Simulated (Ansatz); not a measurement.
MnGe$_{2}$ (MoSi2 or CaC2 type, I4/mmm) at seven volumes, PBE (plane waves, PAW; program Ansatz), shape and atoms relaxed at each. One row is withheld.

| V (Å³/atom) | P (GPa) |
|---|---|
| 13.323 | 9.48 |
| 13.762 | ? |
| 14.201 | 2.38 |
| 14.641 | 0.19 |
| 15.080 | -2.01 |
| 15.519 | -3.75 |
| 15.958 | -5.18 |

Task: Fit the shown pressures and predict the withheld one.

Result: P = (3/2)B₀(x^(7/2) − x^(5/2))[1 + (3/4)(B′ − 4)(x − 1)] with x = (V₀/V)^(2/3). Least squares on the six rows gives V₀ = 14.647 Å³/atom, B₀ = 76.3 GPa, B′ = 5.64. At V = 13.762, x = 1.0424 and P = 5.67 GPa. The run itself gave 5.50 GPa.

The cell is a constructed one: a structure type filled with these elements; neither database checked (COD, Materials Project) lists it. Its standing as an ambient phase is unchecked. The cell keeps a stress of up to 0.3 GPa. Symmetry was held in the PBE relaxation, as lowered by the spin order; whether a distortion lowers the energy is not shown. Magnetic state: antiferromagnetic, chosen from 4 collinear starts compared on coarse meshes (ties went to the first, and starts can fall back to one state), not a proven ground state.

Potentials: the later of the program's two PAW sets.
